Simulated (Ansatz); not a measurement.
5 guesses for K2HfSe3 and where they end

All numbers below come from DFT PBE, scalar-relativistic, plane waves, PAW in Ansatz 0.2.0. Settings: cutoff 420 eV, Γ-centred meshes spaced at most about 0.3 Å⁻¹, and about 0.25 Å⁻¹ or finer for metals (2π included), Gaussian smearing. No spin polarisation in the final relaxations.

Each guess was relaxed in cell and atoms at zero pressure, within the symmetry of its start. Temperature and zero-point effects are left out. Coordination counts Se atoms around Hf and K (those within 1.25 times the shortest such distance or 1.15 times the sum of covalent radii; a plus sign parts nearer from farther groups; the shortest distance is added where it is long for a bond; a slash parts the counts of unlike sites).

| guess | made from | start group | V start (Å³/atom) | end group | V end (Å³/atom) | coordination at the end | gap on mesh (eV) | E over the lowest end (meV/atom) |
| --- | --- | --- | --- | --- | --- | --- | --- | --- |
| 1 | random cell | P4/mmm | 34.6 | ? | ? | ? | ? | ? |
| 2 | TmB2Rh3 type | P6/mmm | 28.6 | P6/mmm | 29.4 | K 6, Hf 12 from 4.1 Å | 0 | 1257 |
| 3 | random cell | P4/mmm | 29.6 | P4/mmm | 29.2 | K 4/12 from 4.0 Å, Hf 6 | 0.07 | 4 |
| 4 | Eu2H3Cl type | P-3m1 | 24.8 | P-3m1 | 24.0 | K 5+3, Hf 8 | 0 | 0 |
| 5 | Zr2CuSb3 type | P-4m2 | 28.9 | P-4m2 | 26.2 | K 4+1, Hf 8 | 0 | 96 |

Guess 1 as it starts:

```xyz
6
Lattice="4.7742 0.0000 0.0000 0.0000 4.7742 0.0000 0.0000 0.0000 9.0982" Properties=species:S:1:pos:R:3 pbc="T T T"
K     2.3871    2.3871    4.5491
K     0.0000    0.0000    0.0000
Hf    2.3871    2.3871    0.0000
Se    0.0000    0.0000    6.8652
Se    0.0000    0.0000    2.2330
Se    0.0000    0.0000    4.5491
```

Task: Predict the end of this guess and its energy over the lowest end.

Result: It ends in space group P4/mmm (No. 123), with a = 4.623 Å, c = 10.733 Å, 38.2 Å³/atom and no gap. It lies 1.44 eV/atom over the lowest end, above guess 2 and so the highest of the set. Counting Se atoms around Hf and K, this end has K 2/4, Hf 8 from 4.3 Å and the lowest (guess 4) has K 5+3, Hf 8. This end holds Se–Se units of three or more atoms (shortest 2.52 Å); in the lowest (guess 4) the shortest Se–Se distance is 3.18 Å.

Space group P4/mmm (No. 123). a = 4.623 Å, b = 4.623 Å, c = 10.733 Å, α = 90.00°, β = 90.00°, γ = 90.00°
```json
{"atom": "K", "site": "1d", "symmetry": "4/mmm", "x": "0.5000", "y": "0.5000", "z": "0.5000"}
{"atom": "K", "site": "1a", "symmetry": "4/mmm", "x": "0.0000", "y": "0.0000", "z": "0.0000"}
{"atom": "Hf", "site": "1c", "symmetry": "4/mmm", "x": "0.5000", "y": "0.5000", "z": "0.0000"}
{"atom": "Se", "site": "2g", "symmetry": "4mm", "x": "0.0000", "y": "0.0000", "z": "0.7349"}
{"atom": "Se", "site": "1b", "symmetry": "4/mmm", "x": "0.0000", "y": "0.0000", "z": "0.5000"}
```

The zero of energy is the elements' standard structures at the same level; no fitted shifts are applied.

Task: Is the lowest end bound against the elements?

Result: Yes: its formation energy is −0.81 eV/atom. A negative formation energy is needed for stability but isn't enough: competing phases decide.

For metals, differences of a few meV/atom aren't resolved. Spin–orbit coupling, which can matter for Hf, is left out. The zero gap of P-3m1 may come from the functional, which often closes small gaps, or the cell may be a true semimetal. A magnetic state wasn't ruled out in cells without spin, among them P6/mmm, P4/mmm at 38.2 Å³/atom. The reference form of Se is held partly by dispersion forces, which this level lacks. Cells relaxed within their symmetry can be saddle points. A lower structure may well exist outside this small set. Some types were kept out of the candidates beforehand, so the set may lack a known form.
